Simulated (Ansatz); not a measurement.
The start is a generated cell, TaN built in the CoSn structure type. A full variable-cell relaxation at zero pressure is run with PBEsol (plane waves to 420 eV, PAW, scalar-relativistic; Ansatz, a first-principles code). The first steps use a coarse 5×5×5 k-mesh.

Starting cell:
```
TaN
1.0
    5.55478     0.00000     0.00000
   -2.77739     4.81058     0.00000
    0.00000     0.00000     4.48223
Ta N
3 3
Direct
  0.50000   0.00000   0.00000
  0.50000   0.50000   0.00000
  0.00000   0.50000   0.00000
  0.00000   0.00000   0.00000
  0.33333   0.66667   0.50000
  0.66667   0.33333   0.50000
```

### Question
How much energy is released per atom?

### Answer
1.80 to 1.81 eV/atom (the two k-meshes of the run give this range).

### Question
How does the volume per atom move from start to end?

### Answer
-37.2 %, from 19.96 to 12.53 Å³/atom.

### Question
How do the shortest distances between atoms change?

### Answer
The closest pairs of elements (up to four, under 3.6 Å), start → end: N–Ta 2.76 → 2.18 Å; Ta–Ta 2.78 → 2.64 Å; N–N 3.21 → 3.05 Å.

### Question
Give the final cell and atomic positions.

### Answer

```cif
data_N3Ta3
_chemical_formula_sum 'Ta3 N3'
_space_group_name_H-M_alt 'P6/mmm'
_space_group_IT_number 191
_space_group_name_Hall '-P 6 2'
_cell_length_a 5.28874
_cell_length_b 5.28874
_cell_length_c 3.10459
_cell_angle_alpha 90.000
_cell_angle_beta 90.000
_cell_angle_gamma 120.000
loop_
_atom_site_label
_atom_site_type_symbol
_atom_site_symmetry_multiplicity
_atom_site_Wyckoff_symbol
_atom_site_fract_x
_atom_site_fract_y
_atom_site_fract_z
_atom_site_occupancy
Ta1 Ta 3 f 0.00000 0.50000 0.00000 1
N1 N 1 a 0.00000 0.00000 0.00000 1
N2 N 2 d 0.33333 0.66667 0.50000 1
```

The space group stays P6/mmm (No. 191) (the run could not lower it), with 6 atoms in the primitive cell. Final values are on a 10×10×15 k-mesh of the relaxed cell. No spin polarisation in the result.

The run could not lose the symmetry of its start.

All atoms sit on sites fixed by symmetry, so only the cell could relax.

The first start was generated by placing the elements on the sites of a structure type. A measured structure of TaN has the same space group, P6/mmm (No. 191); the sites were not compared with it. Another known form has space group No. 225.
